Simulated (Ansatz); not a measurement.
MgS (rock salt, Fm-3m) under volume change, r²SCAN (plane waves, PAW; program Ansatz), scaled uniformly.

| V (Å³/atom) | E − E(relaxed) (meV/atom) | P (GPa) |
|---|---|---|
| 16.039 | 41.7 | 9.11 |
| 16.568 | 17.6 | 5.61 |
| 17.097 | 4.2 | 2.60 |
| 17.626 | 0.0 | 0.01 |
| 18.154 | 3.7 | -2.21 |
| 18.683 | 14.3 | -4.13 |
| 19.212 | 30.7 | -5.77 |

**Question.** What does a third-order Birch–Murnaghan fit give for V₀, B₀ and B′?

**Answer.** V₀ = 17.63 Å³/atom, B₀ = 79.8 GPa, B′ = 4.0.

The r²SCAN relaxation kept the symmetry of its start.

Potentials: the earlier of the program's two PAW sets.
